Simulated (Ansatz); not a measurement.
# LaTl3: stiffness from a series of strains

```yaml
crystal:
  lattice:
    - [4.79900, 0.00000, 0.00000]
    - [0.00000, 4.79900, 0.00000]
    - [0.00000, 0.00000, 4.79900]
  atoms:
    - { symbol: La, position: [0.00000, 0.00000, 0.00000] }
    - { symbol: Tl, position: [0.00000, 0.50000, 0.50000] }
    - { symbol: Tl, position: [0.50000, 0.00000, 0.50000] }
    - { symbol: Tl, position: [0.50000, 0.50000, 0.00000] }
```

Atoms are numbered in the order listed.

The cell is COD entry 1538104, as deposited and not checked against the literature; nothing was relaxed.

Spin–orbit coupling is left out, though it moves levels of the heavy atoms by tenths of an eV or more.

The calculation used Ansatz 0.2.0, DFT, PBEsol, all-electron LAPW, scalar-relativistic.

Sampling and basis: a Γ-centred 8×8×8 k mesh, Fermi–Dirac smearing of 0.05 eV, basis error target 1 meV/atom, no spin polarisation.

The strain is applied along the Cartesian axes of the cell as listed (the other components stay zero). Fractional coordinates are held (clamped ions).

σ is the change of stress from the unstrained cell, which is at -0.15 GPa; tension is positive, so slopes are stress–strain coefficients at that pressure. In a metal the k mesh adds noise.

Only quantities that a quadratic follows smoothly over the whole series are listed; rougher ones are left out.

| εzz | σzz (GPa) | σxx (GPa) |
| --- | --- | --- |
| -0.0200 | -1.69 | -0.88 |
| 0.0000 | 0.00 | 0.00 |
| 0.0100 | 0.74 | 0.40 |
| 0.0200 | 1.44 | 0.76 |

(1) Fit the series and read off the stiffness at zero strain.

(2) One run, at εzz = -0.0100, is withheld. Predict its row.

Answers

(1) Least-squares fits y = p0 + p1 x + p2 x² to the rows give σzz (GPa): p1 = 78.2, p2 = -300; σxx (GPa): p1 = 41, p2 = -150. So C11 = 78 GPa and C12 = 41 GPa, which gives B = (C11 + 2 C12)/3 = 53 GPa.

(2) The fits give -0.82, -0.42; the run gave -0.81, -0.43.
